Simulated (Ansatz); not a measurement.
Relaxed-ion elastic tensor of Ge in space group Ia-3 (No. 206; Ge on 16c) in GPa (Voigt order), PBEsol in the plane-wave PAW code Ansatz; density 5.77 g/cm³, 20.90 Å³ per atom.

```csv
,1,2,3,4,5,6
1,122,35.9,35.9,0.0,0.0,0.0
2,35.9,122,35.9,0.0,0.0,0.0
3,35.9,35.9,122,0.0,0.0,0.0
4,0.0,0.0,0.0,37.7,0.0,0.0
5,0.0,0.0,0.0,0.0,37.7,0.0
6,0.0,0.0,0.0,0.0,0.0,37.7
```

Question: Is the crystal mechanically stable?

Answer: Yes: the smallest eigenvalue of C is 37.7 GPa.

Question: Work out the Voigt, Reuss and Hill averages.

Answer: K_V = 64.5, K_R = 64.5, K_H = 64.5; G_V = 39.8, G_R = 39.6, G_H = 39.7 GPa.

Question: Give Young's modulus, Poisson's ratio, Pugh's ratio and the universal anisotropy index.

Answer: E = 9KG/(3K + G) = 98.8 GPa; ν = 0.24; K/G = 1.63 (brittle by the Pugh limit of 1.75); A_U = 5G_V/G_R + K_V/K_R − 6 = 0.02.

Question: Estimate the sound speeds and the Debye temperature.

Answer: v_l = √((K + 4G/3)/ρ) = 4510 m/s, v_t = √(G/ρ) = 2620 m/s, mean 2910 m/s; Θ = (h/k)(3n/4πV)^(1/3) v_m = 315 K.

Question: Give the Zener ratio and Young's modulus along [100], [110] and [111].

Answer: A = 2C44/(C11 − C12) = 0.88; 1/E = S11 − 2(S11 − S12 − S44/2)Γ with Γ = 0, 1/4, 1/3 gives 105, 97.1, 94.6 GPa.

The first step of the workflow began from a Materials Project structure, measured or hypothetical; the Crystallography Open Database copy checked does not list it. It is not the phase usual at ambient conditions (space group No. 227). The PBEsol relaxation kept the symmetry of its start; whether a distortion lowers the energy is not shown. As this level gives no gap, shear constants depend on the k-mesh and smearing (Fermi–Dirac, 0.1 eV here).

Potentials: the earlier of the program's two PAW sets. The files were generated under PBE; for other functionals the program regenerates the frozen cores, and for LDA and PBEsol the local potential too.
